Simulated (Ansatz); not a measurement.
## SnGe2: relaxed-ion elastic tensor

Computed with Ansatz, DFT LDA, scalar-relativistic, plane waves, PAW. Settings: 420 eV plane-wave cutoff, Γ-centred 12×12×12 mesh, Fermi-Dirac smearing of 0.15 eV. No spin polarisation.

Equilibrium structure at this level:
```
Sn Ge
1.0
     0.00000    3.30990    3.30990
     3.30990    0.00000    3.30990
     3.30990    3.30990    0.00000
Sn Ge
1 2
Direct
  0.00000 0.00000 0.00000
  0.75000 0.75000 0.75000
  0.25000 0.25000 0.25000
```

The cell was built by swapping an element in a database structure (itself possibly hypothetical) and relaxing; it need not be the stable form of this composition. In a metal, frequencies and elastic constants depend on the k mesh and the smearing, soft modes and shear constants most.

(1) Give the relaxed-ion elastic constants (GPa, Voigt order xx yy zz yz xz xy, on the axes of the cell above).

(2) Is the crystal stable against homogeneous strain?

Results:

(1)
C11 = 40.6, C12 = 66.0, C13 = 66.0, C22 = 40.6, C23 = 66.0, C33 = 40.6, C44 = -17.1, C55 = -17.1, C66 = -17.1 GPa; the others vanish.

(2) No: the tensor has an eigenvalue of -25.4 GPa, so some strain lowers the energy.